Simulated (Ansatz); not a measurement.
# Profile along the Se–Pb line in PbSe (rock salt)

PbSe (rock salt)

```yaml
crystal:
  lattice:
    - [0.00000, 3.05077, 3.05077]
    - [3.05077, 0.00000, 3.05077]
    - [3.05077, 3.05077, 0.00000]
  atoms:
    - { symbol: Se, position: [0.00000, 0.00000, 0.00000] }
    - { symbol: Pb, position: [0.50000, 0.50000, 0.50000] }
```

Fields along a shortest Se–Pb line of a {100} plane (3.05 Å), from Se to Pb, interpolated on the slice's grid (step about 0.2 Å). Level of theory: PBEsol (plane waves to 420 eV, PAW, scalar-relativistic; Ansatz, an electronic-structure program). k mesh 9×9×9. These are valence fields of a PAW run, semicore shells included where kept as valence: close to a nucleus they are smooth pseudo fields. PbSe was relaxed with its symmetry unable to fall. Spin-orbit coupling is left out, though Pb is heavy. The PAW data are Ansatz's earlier set.

```json
[
 {"distance from Se (Å)": "0.00", "valence electron density (e/Å³)": "64.84", "electron localisation function": "x", "density of the highest valence band (e/Å³)": "0.008", "density of the lowest conduction band (e/Å³)": "0.049"},
 {"distance from Se (Å)": "0.15", "valence electron density (e/Å³)": "49.50", "electron localisation function": "x", "density of the highest valence band (e/Å³)": "0.029", "density of the lowest conduction band (e/Å³)": "0.058"},
 {"distance from Se (Å)": "0.30", "valence electron density (e/Å³)": "22.60", "electron localisation function": "x", "density of the highest valence band (e/Å³)": "0.083", "density of the lowest conduction band (e/Å³)": "0.079"},
 {"distance from Se (Å)": "0.46", "valence electron density (e/Å³)": "6.97", "electron localisation function": "x", "density of the highest valence band (e/Å³)": "0.139", "density of the lowest conduction band (e/Å³)": "0.096"},
 {"distance from Se (Å)": "0.61", "valence electron density (e/Å³)": "2.11", "electron localisation function": "0.68", "density of the highest valence band (e/Å³)": "0.169", "density of the lowest conduction band (e/Å³)": "0.096"},
 {"distance from Se (Å)": "0.76", "valence electron density (e/Å³)": "1.04", "electron localisation function": "0.77", "density of the highest valence band (e/Å³)": "0.163", "density of the lowest conduction band (e/Å³)": "0.078"},
 {"distance from Se (Å)": "0.92", "valence electron density (e/Å³)": "0.69", "electron localisation function": "0.79", "density of the highest valence band (e/Å³)": "0.133", "density of the lowest conduction band (e/Å³)": "0.053"},
 {"distance from Se (Å)": "1.07", "valence electron density (e/Å³)": "0.47", "electron localisation function": "0.76", "density of the highest valence band (e/Å³)": "0.096", "density of the lowest conduction band (e/Å³)": "0.034"},
 {"distance from Se (Å)": "1.22", "valence electron density (e/Å³)": "0.33", "electron localisation function": "0.65", "density of the highest valence band (e/Å³)": "0.065", "density of the lowest conduction band (e/Å³)": "0.024"},
 {"distance from Se (Å)": "1.37", "valence electron density (e/Å³)": "0.25", "electron localisation function": "0.45", "density of the highest valence band (e/Å³)": "0.044", "density of the lowest conduction band (e/Å³)": "0.023"},
 {"distance from Se (Å)": "1.52", "valence electron density (e/Å³)": "0.22", "electron localisation function": "0.29", "density of the highest valence band (e/Å³)": "0.032", "density of the lowest conduction band (e/Å³)": "0.028"},
 {"distance from Se (Å)": "1.68", "valence electron density (e/Å³)": "0.23", "electron localisation function": "0.24", "density of the highest valence band (e/Å³)": "0.028", "density of the lowest conduction band (e/Å³)": "0.037"},
 {"distance from Se (Å)": "1.83", "valence electron density (e/Å³)": "0.32", "electron localisation function": "0.28", "density of the highest valence band (e/Å³)": "0.031", "density of the lowest conduction band (e/Å³)": "0.046"},
 {"distance from Se (Å)": "1.98", "valence electron density (e/Å³)": "0.53", "electron localisation function": "0.38", "density of the highest valence band (e/Å³)": "0.039", "density of the lowest conduction band (e/Å³)": "0.050"},
 {"distance from Se (Å)": "2.14", "valence electron density (e/Å³)": "1.02", "electron localisation function": "0.45", "density of the highest valence band (e/Å³)": "0.052", "density of the lowest conduction band (e/Å³)": "0.040"},
 {"distance from Se (Å)": "2.29", "valence electron density (e/Å³)": "1.95", "electron localisation function": "0.43", "density of the highest valence band (e/Å³)": "0.066", "density of the lowest conduction band (e/Å³)": "0.019"},
 {"distance from Se (Å)": "2.44", "valence electron density (e/Å³)": "3.28", "electron localisation function": "0.28", "density of the highest valence band (e/Å³)": "0.078", "density of the lowest conduction band (e/Å³)": "0.011"},
 {"distance from Se (Å)": "2.59", "valence electron density (e/Å³)": "4.80", "electron localisation function": "x", "density of the highest valence band (e/Å³)": "0.081", "density of the lowest conduction band (e/Å³)": "0.032"},
 {"distance from Se (Å)": "2.75", "valence electron density (e/Å³)": "6.36", "electron localisation function": "x", "density of the highest valence band (e/Å³)": "0.068", "density of the lowest conduction band (e/Å³)": "0.047"},
 {"distance from Se (Å)": "2.90", "valence electron density (e/Å³)": "7.73", "electron localisation function": "x", "density of the highest valence band (e/Å³)": "0.047", "density of the lowest conduction band (e/Å³)": "0.026"},
 {"distance from Se (Å)": "3.05", "valence electron density (e/Å³)": "8.31", "electron localisation function": "x", "density of the highest valence band (e/Å³)": "0.036", "density of the lowest conduction band (e/Å³)": "0.004"}
]
```

x: too close to a nucleus for the ELF to mean much. Band densities are of whole bands, smooth part only.

Density on the Se–Pb line (3.05 Å) at its midpoint: 0.22 e/Å³. ELF at that point: 0.29.
